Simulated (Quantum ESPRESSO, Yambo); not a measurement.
CaV2O6 (space group C2/m, No. 12): one geometry, one set of PBEsol (Quantum ESPRESSO, PseudoDojo norm-conserving, 84 Ry, no spin-orbit coupling) orbitals, self-energies from Yambo (4×4×2 Γ-centred k mesh, bands 3 to 196 and a 7 Ry block in the screening, 196 bands in G with the Bruneval-Gonze terminator, plasmon pole fitted at 27.2 eV).

```csv
level,"gap (-0.5, -0.5, 0) → (-0.5, -0.5, 0) (eV)"
PBEsol (Quantum ESPRESSO),2.76
exchange only (Hartree-Fock self-energy on PBEsol orbitals),15.14
static COHSEX@PBEsol,(withheld)
"G0W0@PBEsol, plasmon pole",(withheld)
```

Task: Some entries are withheld; supply them.

Result: 
- static COHSEX@PBEsol, gap (-0.5, -0.5, 0) → (-0.5, -0.5, 0) (eV): 5.87
- G0W0@PBEsol, plasmon pole, gap (-0.5, -0.5, 0) → (-0.5, -0.5, 0) (eV): 5.06

Bare exchange has no screening and gives the widest gap; static COHSEX screens it but leaves out the frequency dependence, which G0W0 restores.

Convergence of the G0W0 settings was not tested.

Geometry of the Materials Project entry, not relaxed at this level; primitive cell a = b = 5.3462 Å, c = 7.1380 Å, α = β = 103.19°, γ = 39.84°.

The structure is a Materials Project entry; no match was found in the copy of COD used, and its stability was not checked.

The runs are not spin-polarised; magnetic order was not tried.
